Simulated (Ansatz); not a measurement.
WC:
```yaml
crystal:
  lattice:
    - [2.71565, 0.00000, 0.00000]
    - [0.00000, 2.71565, 0.00000]
    - [0.00000, 0.00000, 2.71565]
  atoms:
    - { symbol: W, position: [0.00000, 0.00000, 0.00000] }
    - { symbol: C, position: [0.50000, 0.50000, 0.50000] }
```

Relaxed with r²SCAN. Special points in fractions of this cell's reciprocal vectors: Γ (0.000, 0.000, 0.000); X (0.000, 0.500, 0.000); M (0.500, 0.500, 0.000); R (0.500, 0.500, 0.500).

Problem. List the band energies nearest the Fermi level at these points for plane-wave PAW r²SCAN with spin–orbit coupling (Ansatz code).

Solution. In eV from the Fermi level; about four levels below and three above (degenerate sets whole), none deeper than 8.9 eV; points with the same levels are listed once.

```
k                                below                above
-  -----------------------------------  -------------------
Γ  -5.25 -5.25 -5.25 -5.25 -0.05 -0.05  0.41 0.41 0.41 0.41
X              -3.38 -3.38 -3.19 -3.19  3.94 3.94 4.89 4.89
M              -4.17 -4.17 -4.13 -4.13  0.19 0.19 0.48 0.48
R  -8.52 -8.52 -8.52 -8.52 -8.37 -8.37  6.19 6.19 6.19 6.19
```

Space group Pm-3m (CsCl type). A made-up cell: these elements were put on the sites of a structure type; neither database checked (COD, Materials Project) lists it. It is not the phase usual at ambient conditions (space group No. 187). Symmetry was held in the r²SCAN relaxation; its stability against distortions is not shown here. The run is not spin-polarised.

Potentials: the later of the program's two PAW sets.
